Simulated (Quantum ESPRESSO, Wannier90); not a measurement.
# Wannier functions of ZnCdS2 (P3m1)

```xyz
4
Lattice="4.0108 0.0000 0.0000 -2.0054 3.4735 0.0000 0.0000 0.0000 6.6306" Properties=species:S:1:pos:R:3 pbc="T T T"
Zn     0.0000     0.0000    -0.0016
Cd     2.0054    -1.1578    -3.2780
S      2.0054    -1.1578    -0.7160
S      0.0000     0.0000     2.3512
```

Materials Project entry mp-1215475; symmetrised, unrelaxed at this level. Not found in the COD (Crystallography Open Database) copy used; not checked further. Level: PBEsol, no spin polarisation, no spin-orbit coupling; pw.x of Quantum ESPRESSO at 82 Ry with PseudoDojo potentials, 6×6×4 k-points, Wannier90. Density: 12×12×6 mesh, cold smearing 0.01 Ry.

A tight-binding model is made by disentanglement and projection with no localisation steps (num_iter = 0), so the 16 orbitals stay atom-like: hydrogen-like Zn: s;p; Cd: s;p; S: s;p, axes along x, y, z; frozen window up to 2.68 eV relative to the valence-band maximum. It follows pw.x to 2.5 meV rms for states up to 2.2 eV relative to the valence-band maximum. Matrix elements depend on this choice of orbitals and windows. Bands 11–15 (Cd 4d 93 %), 16–20 (Zn 3d 93 %) lie between the kept ones and are excluded.

Q: What are the on-site energies relative to the valence-band maximum, and how fast do the hoppings decay?

A: 
```
atom  orbitals  energy (eV)
----  --------  -----------
Zn1          s         0.94
Zn1         pz         6.11
Zn1      px py         6.13
Cd2          s         1.27
Cd2         pz         6.48
Cd2      px py         6.34
S3           s       -10.35
S3          pz         0.04
S3       px py         0.15
S4           s       -10.36
S4          pz         0.37
S4       px py         0.22
```

| distance of the centres (Å) | largest modulus (eV) |
|---|---|
| 2–3 | 2.8 |
| 3–4 | 0.58 |
| 4–5 | 0.58 |
| 5–6 | 0.035 |
| 6–7 | 0.20 |
| 7–8 | 0.022 |
| 8–9 | 0.028 |
| 9–10 | 0.013 |
